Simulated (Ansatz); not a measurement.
Total density of states per atom from the program Ansatz at the r²SCAN level (PAW), in 0.25 eV bins, energy from the valence-band maximum:

(E (eV), states/eV/atom): (-7.85, 0.26); (-7.60, 0.22); (-7.35, 0.18); (-7.10, 0.16); (-6.85, 0.14); (-6.60, 0.12); (-6.35, 0.12); (-6.10, 0.26); (-5.85, 0.43); (-5.60, 0.40); (-5.35, 0.37); (-5.10, 0.39); (-4.85, 0.40); (-4.60, 0.44); (-4.35, 0.54); (-4.10, 0.56); (-3.85, 0.54); (-3.60, 0.53); (-3.35, 0.51); (-3.10, 0.50); (-2.85, 0.48); (-2.60, 0.46); (-2.35, 0.45); (-2.10, 0.44); (-1.85, 0.33); (-1.60, 0.24); (-1.35, 0.19); (-1.10, 0.15); (-0.85, 0.12); (-0.60, 0.09); (-0.35, 0.05); (-0.10, 0.01); (0.15, 0.00); (0.40, 0.00); (0.65, 0.00); (0.90, 0.00); (1.15, 0.00); (1.40, 0.01); (1.65, 0.07); (1.90, 0.13); (2.15, 0.19); (2.40, 0.23); (2.65, 0.27); (2.90, 0.31); (3.15, 0.42); (3.40, 0.63); (3.65, 0.81); (3.90, 0.60); (4.15, 0.57); (4.40, 0.34); (4.65, 0.32); (4.90, 0.56); (5.15, 0.72); (5.40, 0.75); (5.65, 0.63); (5.90, 0.46); (6.15, 0.45)

**Question.** Which compound is it?
A) BW2, I4/mcm (B on 4a, W on 8h)
B) BAs, zinc blende
C) HfB2, P6/mmm (Hf on 1a, B on 2d)
D) ZnS, zinc blende

**Answer.** B, BAs, zinc blende. Top 1 eV of the valence band: B 2p 51 %, As 4p 46 %. Bottom 1 eV of the conduction band: B 2p 32 %, As 4p 24 %, B 2s 21 %, As 4s 12 %, outside the projected shells 12 %. Projections are on Löwdin-orthogonalised atomic valence shells; empty p or d shells of many metals are not among them.

Space group F-43m (zinc blende). The cell was relaxed with r²SCAN under the symmetry of its start. Spin–orbit coupling is left out wherever it is not named.

Potentials: the later of the program's two PAW sets.
